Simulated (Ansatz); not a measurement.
Ca3Si4Ir4:
```
Ca3Si4Ir4
1.0
   -3.71065     3.71065     3.71065
    3.71065    -3.71065     3.71065
    3.71065     3.71065    -3.71065
Si Ir Ca
4 4 3
Direct
  0.63335   0.63335   0.63335
  0.36665   0.00000   0.00000
  0.00000   0.00000   0.36665
  0.00000   0.36665   0.00000
  0.27805   0.27805   0.27805
  0.72195   0.00000   0.00000
  0.00000   0.00000   0.72195
  0.00000   0.72195   0.00000
  0.00000   0.50000   0.50000
  0.50000   0.00000   0.50000
  0.50000   0.50000   0.00000
```

Relaxed with r²SCAN. Special points in fractions of this cell's reciprocal vectors: Γ (0.000, 0.000, 0.000); H (0.500, -0.500, 0.500); N (0.000, 0.000, 0.500); P (0.250, 0.250, 0.250).

**Question.** List the band energies nearest the Fermi level at these points for the program Ansatz at the r²SCAN level (PAW).

**Answer.** In eV from the Fermi level; about four levels below and three above (degenerate sets whole), none deeper than 8.9 eV; points with the same levels are listed once.

```
k                                below                     above
-  -----------------------------------  ------------------------
Γ  -2.23 -2.23 -2.23 -0.94 -0.94 -0.94  0.29 0.29 1.32 1.32 1.32
H  -1.24 -1.24 -1.24 -0.89 -0.89 -0.89       2.61 3.01 3.01 3.01
N        -1.83 -1.83 -1.63 -1.23 -0.80            0.01 0.98 1.19
P        -1.00 -1.00 -0.23 -0.23 -0.23            1.29 1.29 1.29
```

Space group I-43m. The workflow started from an entry of the Crystallography Open Database (COD). Its standing as an ambient phase is unchecked. The r²SCAN relaxation kept the symmetry of its start; its stability against distortions is not shown here. No spin polarisation was allowed. Spin–orbit coupling is left out wherever it is not named.

Potentials: the later of the program's two PAW sets.
